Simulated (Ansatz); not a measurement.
Cu$_{2}$O in space group Fd-3m (No. 227; O on 8b, Cu on 16d), the program Ansatz at the PBE level (PAW). The conduction-band minimum lies at Γ, with 1 equivalent valley. Second derivatives d²E/dk² of the lowest band at one valley (eV·Å²), along Cartesian directions:

```csv
direction,d²E/dk²
[100],7.275
[010],7.275
[001],7.275
[110],7.275
[101],7.275
[011],7.275
```

Task: Find the principal effective masses, the density-of-states mass and the conductivity mass.

Result: Off-diagonal terms follow from H_xy = H[110] − (H_xx + H_yy)/2, and m*/mₑ = 7.620 eV·Å² over each eigenvalue: 1.0, 1.0, 1.0. One valley's DOS mass (m₁m₂m₃)^(1/3) = 1.0, conductivity mass 3/(Σ 1/mᵢ) = 1.0 mₑ.

Task: What effective density of states Nc follows at 300 K for parabolic valleys?

Result: Nc = 2.509e19 × 1 × (1.0)^(3/2) ≈ 2.5e19 cm⁻³.

The start of the workflow was typed in or built on a structure type; neither database checked (COD, Materials Project) lists it. It is not the phase usual at ambient conditions (space group No. 224). The PBE relaxation kept the symmetry of its start; its stability against distortions is not shown here. The workflow began spin-polarised and lost its moments. No Hubbard U is applied.

Potentials: the earlier of the program's two PAW sets.

Edges and masses are those of Kohn–Sham bands, whose gap is no quasiparticle gap.
